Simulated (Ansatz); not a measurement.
One run on NaMoO2 (R-3m): U = 3 eV on Mo d

All numbers below come from DFT, PBEsol+U, all-electron LAPW, scalar-relativistic (Ansatz).

Command: `ansatz run input.yaml --threads 2 --pin off --max-ram 6144MiB --backend cpu --events-out ev --progress --plain --runs-dir out`

```yaml
crystal:
  lattice:
    - [1.616775398, 0.9334457113, 5.2193168099]
    - [-1.616775398, 0.9334457113, 5.2193168099]
    - [0.0, -1.8668914225, 5.2193168099]
  atoms:
    - { symbol: Na, position: [0.5, 0.5, 0.5] }
    - { symbol: Mo, position: [0.0, 0.0, 0.0], spin: 1.5 }
    - { symbol: O, position: [0.26510395, 0.26510395, 0.26510395] }
    - { symbol: O, position: [0.73489605, 0.73489605, 0.73489605] }
magnetization:
  spin_polarized: true
kpoints:
  mp_grid: { grid: [9, 9, 9] }
scf:
  occupations: { method: fermi_dirac, width: 0.05 }
hamiltonian:
  xc: pbesol
  pseudopotentials: { kind: all_electron, lapw: { basis_error: 0.001 } }
  hubbard: { sites: [{ species: Mo, l: d, u_eff: 3 }] }
output:
  forces: true
  stress: true
  eigenvalues: true
  hubbard: { sites: [{ species: Mo, l: d }] }
  populations: true
```

The program prints:

```
Na: projections on atomic orbitals take those of the free atom 1s2 2s2 2p6 3s1, of charge +0.00 (hamiltonian.pseudopotentials.projection_atoms)
Mo: projections on atomic orbitals take those of the free atom 1s2 2s2 2p6 3s2 3p6 3d10 4s2 4p6 4d5 5s1, of charge +0.00 (hamiltonian.pseudopotentials.projection_atoms)
O: projections on atomic orbitals take those of the free atom 1s2 2s2 2p4, of charge +0.00 (hamiltonian.pseudopotentials.projection_atoms)
LAPW: plane waves up to 9.526 Å⁻¹, error target 1.0e-3 eV per atom; small_component_spin mean_spin; O in spheres of 0.985 Å, 8 of its electrons in bands, Dirac shells []; Na in spheres of 1.165 Å, 9 of its electrons in bands, Dirac shells []; Mo in spheres of 1.165 Å, 32 of its electrons in bands, Dirac shells [] (how accurate: hamiltonian.pseudopotentials.lapw.basis_error, Limitations)
Engine: ansatz 0.2.0
Pseudopotentials: kind: all_electron
Pseudopotential: Na, LAPW, valence charge 9, lapw/all_electron/scalar/gaussian/Na, Koelling and Harmon's equation, gaussian nucleus
Pseudopotential: Mo, LAPW, valence charge 32, lapw/all_electron/scalar/gaussian/Mo, Koelling and Harmon's equation, gaussian nucleus
Pseudopotential: O, LAPW, valence charge 8, lapw/all_electron/scalar/gaussian/O, Koelling and Harmon's equation, gaussian nucleus
Functional definition: PBEsol
  exchange = pbesol_x
  correlation = pbesol_c
Crystal: 4 atoms, lattice volume = 47.261 Å³
Basis set: ecut = 345.7645504117957 eV, 675 PW (Γ), FFT grids on a1−a3, a2−a3, a3, exchange–correlation at level 2
Bands: 36, of which v1, the nominal top of the filled ones, is band 29 counted from 1 (28 counted from 0)
Symmetry: 12 space group operations
Space group: R-3m (ITA 166), of the structure as read, at distance tolerance 3.6e-5 Å
Magnetic group: BNS 166.97 (UNI 1327), of the structure as read, at distance tolerance 3.6e-5 Å
k-points: 85 of 729
Non-local potential: Na, projectors of the file, none
Non-local potential: Mo, projectors of the file, none
Non-local potential: O, projectors of the file, none
[...]
        0.000000      -0.463280       0.000000
       -0.000000       0.000000       0.655542
  P = ⅓ Tr σ = -0.0903 GPa (-0.903 kbar)
--- Band table (eV; the first three rows and the last of 170) ---
  k-point 0 ↑: bands = ["-492.3767", "-492.3766", "-460.6709", "-363.6522", "-363.6522", "-363.6423", "-205.8690", "-205.8690", "-205.8598", "-205.8424", "-205.8424", "-49.8484", "-39.3139", "-24.0937", "-23.8935", "-23.8935", "-11.4720", "-11.3562", "-11.3562", "-7.3498", "-5.9880", "4.4571", "5.8434", "5.8434", "8.8733", "8.9191", "8.9191", "9.7370", "9.7370", "11.6725", "13.8614", "16.0928", "1 …
  k-point 1 ↑: bands = ["-492.3767", "-492.3766", "-460.6708", "-363.6523", "-363.6523", "-363.6423", "-205.8690", "-205.8690", "-205.8598", "-205.8424", "-205.8424", "-49.8429", "-39.3125", "-24.0848", "-23.9393", "-23.9029", "-11.4667", "-11.3757", "-11.3597", "-7.2239", "-6.0479", "4.6668", "5.7641", "5.9971", "8.0571", "8.4270", "8.9168", "10.1274", "10.2324", "11.7044", "14.3389", "15.6916",  …
  k-point 2 ↑: bands = ["-492.3767", "-492.3764", "-460.6707", "-363.6523", "-363.6523", "-363.6423", "-205.8690", "-205.8690", "-205.8598", "-205.8424", "-205.8424", "-49.8303", "-39.3088", "-24.0651", "-24.0498", "-23.9265", "-11.4531", "-11.4232", "-11.3685", "-6.9165", "-6.1827", "5.0922", "5.7447", "6.3613", "6.8823", "7.8739", "8.9038", "10.4028", "10.7992", "11.6653", "14.6790", "16.0494",  …
  k-point 84 ↓: bands = ["-492.3200", "-492.3200", "-460.4831", "-363.4434", "-363.4434", "-363.4324", "-205.6447", "-205.6447", "-205.4874", "-205.4768", "-205.4768", "-48.1557", "-39.3093", "-22.1725", "-22.1432", "-22.1053", "-11.4813", "-11.3743", "-11.3596", "-6.8351", "-6.0463", "6.3999", "6.7384", "6.8218", "8.2414", "8.6113", "8.8493", "14.3199", "14.6371", "15.0626", "15.9142", "17.2262", …
Occupation matrices written to <dir>
--- Löwdin populations: 4 sites ---
  site symbol       q [e]    m [muB]
     0     Na     10.2744     0.0108
     1     Mo     40.8937     2.8070
     2      O      8.8437     0.0795
     3      O      8.8437     0.0795
  spilling = 0.002094 (of n_electrons = 69.000000)
--- Occupation matrices: 1 shell (run DFT+U table (ortho-atomic); ε = 1.52e-3) ---
  Mo1 d_4D: site group D3d (-3m)
  Mo1 d_4D up     Tr n = 3.6232  λ = 0.324 0.324 0.987 0.994 0.994  [2× xz 0.29 Eg(1.00) | z2 1.00 A1g(1.00) | 2× x2-y2 0.29 Eg(1.00)]
  Mo1 d_4D dn     Tr n = 0.8684  λ = 0.110 0.118 0.118 0.262 0.262  [z2 1.00 A1g(1.00) | 2× x2-y2 0.27 Eg(1.00) | 2× xz 0.27 Eg(1.00)]
  Tr n, λ and their labels are of the run-group-symmetrised matrices; stabiliser: 12 of 24 elements of G0×{1,Θ} (closed), max defect 1.4e-15 at τ = 3.2e-4
```

occupations.tsv:

```
# site	symbol	l	channel	k	occupation	cluster	real_ylm_label	real_ylm_weight	cubic_label	cubic_weight	pseudocubic_irrep	site_irrep	w_site_irrep	cell_site_irrep	w_cell_site_irrep
# projection_atom_Na: 1s2 2s2 2p6 3s1
# projection_atom_Mo: 1s2 2s2 2p6 3s2 3p6 3d10 4s2 4p6 4d5 5s1
# projection_atom_O: 1s2 2s2 2p4
# site_irrep/w_site_irrep = the cluster's dominant irrep under the shell's site group (Mulliken, in the setting of the per-shell frame z, x; double-valued rows on a spinor block under rep=spin_orbital) and its weight, the cluster's purity; - without a site group
# cell_site_irrep/w_cell_site_irrep = the same under the site's group on the run's cell, the crystal's operations that keep its lattice, with its own per-shell comment where it differs; - as there, and where that group is no smaller or either group is refused
# basis = run DFT+U table (ortho-atomic)
# labels = run-group-symmetrised matrices
# epsilon = 0.0015159 provisional = false under_converged = false
# stabiliser = 12/24 closed max_defect = 1.4362e-15 tolerance = 0.00032157
# site 1 Mo l=2_4D: orbit=1, site group D3d (-3m), |G|=12, z=[0.000000, 0.000000, 1.000000], x=[1.000000, 0.000000, 0.000000], rep=spin
1	Mo	2_4D	up	0	0.324256	0	xz	0.2901	xz	0.2901	-	Eg	1.0000	-	-
1	Mo	2_4D	up	1	0.324256	0	xz	0.2901	xz	0.2901	-	Eg	1.0000	-	-
1	Mo	2_4D	up	2	0.987138	1	z2	1.0000	z2	1.0000	-	A1g	1.0000	-	-
1	Mo	2_4D	up	3	0.993758	2	x2-y2	0.2901	x2-y2	0.2901	-	Eg	1.0000	-	-
1	Mo	2_4D	up	4	0.993758	2	x2-y2	0.2901	x2-y2	0.2901	-	Eg	1.0000	-	-
# Tr n = 3.623166
1	Mo	2_4D	dn	0	0.109628	0	z2	1.0000	z2	1.0000	-	A1g	1.0000	-	-
1	Mo	2_4D	dn	1	0.117841	1	x2-y2	0.2712	x2-y2	0.2712	-	Eg	1.0000	-	-
1	Mo	2_4D	dn	2	0.117841	1	x2-y2	0.2712	x2-y2	0.2712	-	Eg	1.0000	-	-
1	Mo	2_4D	dn	3	0.261560	2	xz	0.2712	xz	0.2712	-	Eg	1.0000	-	-
1	Mo	2_4D	dn	4	0.261560	2	xz	0.2712	xz	0.2712	-	Eg	1.0000	-	-
# Tr n = 0.868429
```

populations.tsv:

```
# site	symbol	l	j	q_up	q_dn
# orbitals = lowdin
# n_electrons = 69.000000
# spilling = 0.002094
# projection_atom_Na: 1s2 2s2 2p6 3s1
# projection_atom_Mo: 1s2 2s2 2p6 3s2 3p6 3d10 4s2 4p6 4d5 5s1
# projection_atom_O: 1s2 2s2 2p4
0	Na	0_1S	-	0.999915	0.999906
0	Na	0_2S	-	0.990875	0.989973
0	Na	0_3S	-	0.154326	0.144820
0	Na	1_2P	-	2.997451	2.997103
1	Mo	0_1S	-	0.999999	0.999998
1	Mo	0_2S	-	0.999938	0.999937
1	Mo	0_3S	-	0.998911	0.998888
1	Mo	0_4S	-	0.980217	0.979391
1	Mo	0_5S	-	0.252837	0.201821
1	Mo	1_2P	-	3.000000	3.000000
1	Mo	1_3P	-	2.999964	2.999963
1	Mo	1_4P	-	2.995351	2.994929
1	Mo	2_3D	-	4.999992	4.999990
1	Mo	2_4D	-	3.623166	0.868429
2	O	0_1S	-	0.999227	0.999188
2	O	0_2S	-	0.881488	0.880142
2	O	1_2P	-	2.580909	2.502757
3	O	0_1S	-	0.999227	0.999188
3	O	0_2S	-	0.881488	0.880142
3	O	1_2P	-	2.580909	2.502757
```

Site moments (μB): Na1 0.00, Mo2 2.21, O3 0.08, O4 0.08. Cell moment 3.00 μB.

The magnetic group in the log treats spin as a scalar label, without spin–orbit coupling.

These are results for the start and cell typed. The real compound can order otherwise, in a larger cell, or not at all, since semilocal functionals without spin fluctuations often overstate magnetism; near a collapse of the moment, mesh and smearing move it by tens of per cent.

It took 80 s on 2 threads of Arm Neoverse V2 (shared host), peak memory 1 GiB.
